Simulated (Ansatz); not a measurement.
**Band table of HgPt**

```
CELL_PARAMETERS angstrom
2.69933 0.00000 0.00000
0.00000 2.69933 0.00000
0.00000 0.00000 3.47524
ATOMIC_POSITIONS crystal
Hg 0.00000 0.00000 0.00000
Pt 0.50000 0.50000 0.50000
```

The base volume is that of a database entry, so it needn't be at zero pressure; the structure needn't be the stable phase, at rest or compressed.

Computed with Ansatz 0.2.0; functional r²SCAN, scalar-relativistic. Settings: a Γ-centred 12×12×10 k mesh, Fermi–Dirac smearing of 0.05 eV, no spin polarisation. Methods: PAW: frozen-core files, cutoff 500 eV.

This run: volume at 0.75 of the series' base cell.

Spin–orbit coupling is left out, which matters for the heavy atoms. The PAW files were made under PBE.

Path points, in fractions of the reciprocal vectors: Γ (0.000, 0.000, 0.000), X (0.000, 0.500, 0.000), M (0.500, 0.500, 0.000), Z (0.000, 0.000, 0.500), R (0.000, 0.500, 0.500), A (0.500, 0.500, 0.500). Levels in eV from the Fermi level; bands 9 to 21, counted from the lowest band of the run. The gap is zero, the pressure 133.6 GPa.

```
# k(1/Å) point b9 b10 b11 b12 b13 b14 b15 b16 b17 b18 b19 b20 b21
0.000 Γ -14.69 -12.38 -12.28 -9.43 -9.43 -8.11 -6.24 -4.42 -1.65 -1.65 -1.51 1.10 9.30
0.194 - -14.48 -12.27 -12.14 -9.52 -9.38 -8.19 -6.15 -4.43 -2.52 -1.76 -1.74 2.18 7.87
0.388 - -13.88 -12.04 -11.67 -9.73 -9.23 -8.43 -5.98 -4.38 -3.86 -2.37 -1.98 4.19 5.73
0.582 - -13.00 -11.67 -10.95 -10.01 -9.01 -8.73 -6.01 -5.05 -4.06 -3.08 -2.32 3.66 6.46
0.776 - -12.16 -11.09 -10.26 -10.11 -9.02 -8.76 -6.28 -5.94 -3.70 -3.66 -2.68 2.07 8.88
0.970 - -11.66 -10.44 -10.40 -9.32 -9.22 -8.56 -6.56 -6.50 -4.10 -3.70 -2.97 1.33 10.74
1.164 X -11.51 -10.50 -10.09 -9.29 -8.95 -8.48 -6.69 -6.65 -4.24 -3.93 -3.08 1.23 10.99
1.358 - -11.26 -10.61 -10.21 -10.05 -9.05 -8.23 -6.24 -6.05 -4.64 -3.39 -2.99 1.24 10.97
1.552 - -10.95 -10.89 -10.57 -10.50 -9.95 -7.18 -5.27 -4.97 -4.93 -2.75 -2.67 1.24 10.84
1.746 - -11.74 -11.24 -10.95 -10.76 -9.44 -5.79 -5.14 -4.13 -3.79 -2.44 -2.00 1.18 10.29
1.940 - -12.34 -11.58 -11.37 -11.33 -8.14 -5.16 -4.15 -3.02 -2.81 -2.15 -1.49 0.97 9.08
2.134 - -12.71 -11.81 -11.76 -11.60 -7.03 -5.03 -2.60 -2.12 -2.03 -1.94 -1.24 0.50 7.58
2.328 M -12.84 -11.89 -11.89 -11.70 -6.62 -4.88 -2.06 -1.86 -1.86 -1.21 -1.21 -0.05 6.94
2.602 - -12.59 -11.74 -11.61 -11.52 -7.34 -5.36 -3.00 -2.47 -2.06 -2.03 -1.87 1.31 7.08
2.876 - -12.01 -11.34 -11.14 -10.84 -8.80 -7.20 -4.10 -3.75 -3.30 -3.10 -1.87 3.61 6.56
3.151 - -11.90 -11.00 -10.75 -10.25 -9.83 -8.91 -4.80 -4.50 -4.15 -3.90 -1.85 5.99 6.37
3.425 - -13.11 -11.46 -11.40 -10.12 -9.24 -8.79 -5.45 -4.68 -4.36 -3.18 -1.79 5.64 6.71
3.699 - -14.27 -12.13 -12.04 -9.62 -9.32 -8.29 -6.04 -4.44 -3.13 -2.02 -1.70 2.90 7.84
3.974 Γ -14.69 -12.38 -12.28 -9.43 -9.43 -8.11 -6.24 -4.42 -1.65 -1.65 -1.51 1.10 9.30
4.124 - -14.57 -12.34 -12.21 -9.40 -9.40 -8.09 -6.32 -4.51 -1.82 -1.82 -1.54 0.50 9.63
4.275 - -14.21 -12.25 -12.01 -9.30 -9.30 -8.06 -6.53 -4.80 -2.26 -2.26 -1.62 -0.84 10.56
4.426 - -13.66 -12.11 -11.68 -9.16 -9.16 -8.00 -6.83 -5.37 -2.83 -2.83 -2.27 -1.73 11.92
4.576 - -13.01 -11.95 -11.23 -9.00 -9.00 -7.95 -7.14 -6.30 -3.36 -3.36 -3.33 -1.84 13.58
4.727 - -12.48 -11.83 -10.63 -8.87 -8.87 -7.91 -7.41 -7.37 -3.90 -3.74 -3.74 -1.93 15.36
4.878 Z -12.28 -11.78 -10.21 -8.81 -8.81 -8.04 -7.90 -7.45 -4.08 -3.88 -3.88 -1.96 16.02
5.072 - -12.17 -11.66 -10.38 -8.86 -8.73 -8.16 -8.11 -7.14 -3.91 -3.73 -3.67 -1.99 14.15
5.266 - -12.10 -11.04 -10.90 -8.99 -8.59 -8.43 -8.11 -6.55 -3.44 -3.37 -3.17 -2.07 11.67
5.460 - -12.17 -11.51 -9.97 -9.17 -9.14 -8.62 -7.06 -5.87 -3.01 -2.77 -2.60 -2.16 9.18
5.653 - -12.29 -12.02 -9.60 -9.36 -9.21 -8.08 -6.18 -4.81 -2.85 -2.23 -2.11 -2.10 6.93
5.847 - -12.40 -12.35 -9.91 -9.49 -9.17 -6.63 -5.77 -3.40 -3.11 -2.27 -1.78 -1.65 5.29
6.041 R -12.47 -12.44 -10.01 -9.54 -9.18 -5.75 -5.65 -3.50 -2.64 -2.29 -1.66 -1.56 4.68
6.235 - -12.34 -12.21 -10.14 -9.63 -9.12 -5.75 -5.44 -4.17 -4.07 -1.59 -0.81 -0.70 4.54
6.429 - -12.00 -11.54 -10.47 -9.85 -8.96 -5.77 -5.46 -5.17 -4.84 -1.64 0.73 1.17 4.14
6.623 - -11.55 -10.89 -10.50 -10.14 -8.72 -6.61 -6.06 -5.82 -3.96 -1.64 2.49 3.09 3.64
6.817 - -11.27 -11.09 -10.40 -9.27 -8.46 -7.47 -6.73 -5.96 -3.21 -1.27 3.22 4.37 4.99
7.011 - -11.53 -10.76 -10.57 -8.31 -8.01 -7.99 -7.15 -6.25 -3.00 -0.45 3.04 5.72 6.26
7.205 A -11.62 -10.63 -10.63 -8.20 -8.19 -7.29 -7.29 -6.61 -2.99 -0.03 3.03 7.10 7.47
7.480 - -11.44 -10.79 -10.58 -8.36 -8.13 -7.86 -7.60 -5.93 -3.01 -0.83 2.90 4.24 6.38
7.754 - -11.02 -10.93 -10.40 -9.26 -8.59 -8.55 -7.16 -5.19 -3.31 -2.45 1.60 1.91 6.64
8.028 - -11.06 -10.30 -10.21 -10.11 -9.86 -8.60 -6.82 -4.62 -4.15 -3.80 -0.22 0.26 8.44
8.303 - -11.13 -11.10 -10.83 -9.70 -9.33 -8.38 -7.53 -5.65 -4.21 -3.69 -1.53 -1.50 10.85
8.577 - -11.98 -11.61 -10.45 -9.18 -8.44 -8.43 -8.10 -6.86 -3.96 -3.81 -3.13 -1.98 13.53
8.851 Z -12.28 -11.78 -10.21 -8.81 -8.81 -8.04 -7.90 -7.45 -4.08 -3.88 -3.88 -1.96 16.02
```
